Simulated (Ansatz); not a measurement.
Here is the system:

BaHfO3:
```yaml
crystal:
  lattice:
    - [4.20656, 0.00000, 0.00000]
    - [0.00000, 4.20656, 0.00000]
    - [0.00000, 0.00000, 4.20656]
  atoms:
    - { symbol: Ba, position: [0.00000, 0.00000, 0.00000] }
    - { symbol: Hf, position: [0.50000, 0.50000, 0.50000] }
    - { symbol: O, position: [0.00000, 0.50000, 0.50000] }
    - { symbol: O, position: [0.50000, 0.50000, 0.00000] }
    - { symbol: O, position: [0.50000, 0.00000, 0.50000] }
```

This is the PBE-relaxed structure.

**Question.** All from DFT-PBE in the program Ansatz with PAW potentials, unless another level is named. Estimate the electron effective mass, band 2 of 3 at the edge.

**Answer.** 0.35 along [100], 0.56 along [110], 0.46 along [111] (mₑ).

**Question.** Give the gap with spin–orbit coupling.

**Answer.** 3.54 eV.

**Question.** Next, the electron effective mass, band 1 of 3 at the edge?

**Answer.** 2.3 along [100], 0.66 along [110], 0.53 along [111] (mₑ).

**Question.** Next, the weight of the valence-edge state by species (Voronoi cells)?

**Answer.** O 98 %.

**Question.** And the valence-band maximum?

**Answer.** at R.

**Question.** Give the weight of the conduction-edge state by species (Voronoi cells).

**Answer.** Hf 54 %, O 35 %, Ba 11 %.

Space group Pm-3m (cubic perovskite). The PBE relaxation kept the symmetry of its start. No spin polarisation was allowed. Scalar-relativistic: spin–orbit coupling is off unless named, which matters more the heavier the elements.

Potentials: the earlier of the program's two PAW sets.
